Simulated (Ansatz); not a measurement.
**Surface calculation: bcc Mo (110), 6 layers**

The slab is cut from the bcc crystal, the stable phase, as relaxed on PAW files (15.79 Å³/atom), with 16 Å of vacuum and a dipole correction:

```yaml
crystal:
  lattice:
    - [2.73737, 0.00000, 0.00000]
    - [-0.91246, 2.58081, 0.00000]
    - [0.00000, 0.00000, 27.17530]
  atoms:
    - { symbol: Mo, position: [0.25000, 0.25000, 0.29439] }
    - { symbol: Mo, position: [0.75000, 0.75000, 0.37663] }
    - { symbol: Mo, position: [0.25000, 0.25000, 0.45888] }
    - { symbol: Mo, position: [0.75000, 0.75000, 0.54112] }
    - { symbol: Mo, position: [0.25000, 0.25000, 0.62337] }
    - { symbol: Mo, position: [0.75000, 0.75000, 0.70561] }
```

Level of theory: DFT with PBE, scalar-relativistic, in Ansatz 0.2.0; a Γ-centred 13×13×1 k mesh, Fermi–Dirac smearing of 0.1 eV, no spin polarisation. LAPW: all electrons, basis error target 1 meV/atom; PAW: frozen-core files, cutoff 420 eV.

The bulk energy comes from a cell in the slab's orientation on a 13×13×8 mesh. The surface energy is (E(slab) − N·E(bulk))/2A at zero smearing, the mean of both faces; thin slabs carry quantum-size effects.

Task: As cut, the LAPW slab lies 2.565 eV above 6 atoms of bulk. What surface energy is that?

Result: Over two faces of 7.06 Å² it is 181.5 meV/Å², and times 16.02 J/m² per eV/Å² that gives γ = 2.908 J/m².

Task: What do relaxation and the other method give, and what work function comes out?

Result: 

| method | γ as cut (J/m²) | γ relaxed (J/m²) | Φ as cut (eV) | Φ relaxed (eV) |
| --- | --- | --- | --- | --- |
| LAPW | 2.908 | 2.831 | 4.66 | 4.54 |
| PAW | 2.907 | 2.830 | 4.66 | 4.54 |

Task: How do the spacings between the planes relax?

Result: From the bottom face up: d12 -4.5 % of 2.235 Å, d23 +0.6 % of 2.235 Å, d34 +0.2 % of 2.235 Å, d45 +0.6 % of 2.235 Å, d56 -4.5 % of 2.235 Å.

Task: What changes if the images along the normal are cut off in place of the dipole correction?

Result: LAPW then gives: no gap, work function 4.54 eV; PAW: no gap, work function 4.54 eV.

Task: A 3d core hole is made on one atom of each kind in every 1×1 cell (PAW hole dataset, neutral cell, valence without spin). What does it cost by layer?

Result: layer 1 226.97 eV, layer 2 227.28 eV, layer 3 227.25 eV. Shifts between layers mean more than the absolute values, and a whole layer of holes screens otherwise than one hole.
